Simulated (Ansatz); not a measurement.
CsNaP2, before and after

Recipe of this trial structure of CsNaP2: ordered mixture on the cation sites of caesium chloride (P4/mmm, No. 123) (occupants of the shared sites, in ratio, Na: 1, Cs: 1). Lengths were set from tabulated atomic sizes, so they are only a guess.

start.xyz

```xyz
4
Lattice="3.9779 0.0000 0.0000 0.0000 3.9779 0.0000 0.0000 0.0000 7.9559" Properties=species:S:1:pos:R:3 pbc="T T T"
Cs    0.0000    0.0000    3.9779
Na    0.0000    0.0000    0.0000
P     1.9890    1.9890    1.9890
P     1.9890    1.9890    5.9669
```

The calculation used DFT PBE, scalar-relativistic, plane waves, PAW in Ansatz. Cutoff 420 eV, Gaussian smearing, Γ-centred meshes. Cell and atoms relax first on a coarse mesh and then on a finer one. In between, the cell is made exact in the group found at 0.06 Å. In metals the finer mesh still leaves noise of several meV/atom or more. The steps can't lower the symmetry of their start. No spin polarisation.

end.xyz

```xyz
4
Lattice="4.0204 0.0000 0.0000 0.0000 4.0204 0.0000 0.0000 0.0000 7.1741" Properties=species:S:1:pos:R:3 pbc="T T T"
Cs    0.0000    0.0000    3.5871
Na    0.0000    0.0000    0.0000
P     2.0102    2.0102    1.0367
P     2.0102    2.0102    6.1374
```

The symmetry stays P4/mmm (No. 123). The volume per atom shrinks by 7.9 %, from 31.5 to 29.0 Å³. The shortest distance goes from 3.44 Å (Cs–P and Na–P) to 2.07 Å (P–P). The ratio c/a of the conventional cell changes by a factor of 0.89. The energy falls by about 0.86 eV/atom (the start's value is from the coarse mesh).

```yaml
Volume_per_atom: 28.99 Å³
Density: 3.12 g/cm³
Energy_over_the_elements: −0.32 eV/atom
Gap_on_the_12×12×8_mesh_of_the_4-atom_cell: 0 eV (a metal)
```

The zero of energy is the elements' standard structures at the same level; no fitted shifts are applied. The references include black phosphorus. Whether it is stable depends on the other phases of the system, which aren't compared here.

The last run used Gaussian smearing of 0.10 eV. The reference form of P is held partly by dispersion forces, which this level lacks. A later test with randomly moved atoms came back to the same energy, though modes that don't fit the test's cell weren't probed. In all, the 4 runs took 2.1 min on 1 thread of Arm Neoverse V1, with other jobs on the host.
